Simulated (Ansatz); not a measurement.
## CuI (F-43m): elasticity against pressure

```
CELL_PARAMETERS angstrom
0.00000 3.01169 3.01169
3.01169 0.00000 3.01169
3.01169 3.01169 0.00000
ATOMIC_POSITIONS crystal
Cu 0.75000 0.75000 0.75000
I 0.00000 0.00000 0.00000
```

This is the zero-pressure cell. At each pressure cell and atoms are relaxed in this structure, and the constants are slopes of the stress at strains of ±0.005 with relaxed ions (the coefficients that govern stability under load). Level: r²SCAN, PAW on Ansatz 0.2.0's default frozen-core files (fitted under PBE), scalar-relativistic; k mesh 6×6×6, strains of ±0.005, fixed occupations, cutoff 500 eV. P is the pressure of the relaxed cell, less that of this one.

```tsv
P (GPa)	V/V₀	C11 (GPa)	C12 (GPa)	C44 (GPa)
0.00	1.0000	56.0	37.7	22.7
1.02	?	?	?	?
1.97	0.9604	65.4	47.9	22.7
3.97	0.9280	74.5	57.8	22.3
6.99	0.8889	87.5	72.3	21.3
9.96	0.8580	99.6	86.0	19.8
14.95	0.8166	118.9	108.5	16.9
```

Question: Does the bulk modulus from the constants agree with the pressure-volume curve?

Answer: A third-order Birch-Murnaghan fit to the volumes shown (F against f, f = [(V₀/V)^(2/3) − 1]/2) gives B₀ = 43.9 GPa and B′ = 5.1. Its −V dP/dV stands beside (C11 + 2C12)/3:

```csv
P (GPa),from P(V),from the constants
0.00,43.9,43.8
1.97,53.7,53.7
3.97,63.3,63.4
6.99,77.3,77.4
9.96,90.6,90.6
14.95,112.4,112.0
```

Question: What are the pressure derivatives at zero pressure?

Answer: Slopes at V₀ of quadratic fits in −ln(V/V₀) through the first four rows shown, divided by B₀: dC11/dP = 4.9, dC12/dP = 5.2, dC44/dP = 0.1. The mean slopes up to 4.0 GPa are 4.7, 5.1, -0.1; curvature and scatter of the constants part the two. The combination (dC11/dP + 2 dC12/dP)/3 = 5.1 stands against B′.

Question: Fill the row at 1.02 GPa.

Answer: Cubic fits in −ln(V/V₀) through all rows shown give C11 = 61.0, C12 = 43.1, C44 = 22.8 GPa. Computed: V/V₀ = 0.9782, C11 (GPa) = 60.9, C12 (GPa) = 43.1, C44 (GPa) = 22.8.

Question: Does a shear stiffness soften?

Answer: C44 goes from 22.7 to 16.9 GPa, through a maximum of 22.8 near 1 GPa; (C11 − C12)/2 goes from 9.1 to 5.2 GPa. C44 and (C11 − C12)/2 soften under pressure, though the lattice stays mechanically stable over this range.

Known limits: no other phase was computed; many crystals of this kind change structure within this range, and rows or crossings beyond such a change describe a metastable lattice; frozen-core PAW files fitted under PBE, their cores solved anew for the functional of the run; constants at zero field, no piezoelectric stiffening; phonons weren't checked at these pressures.
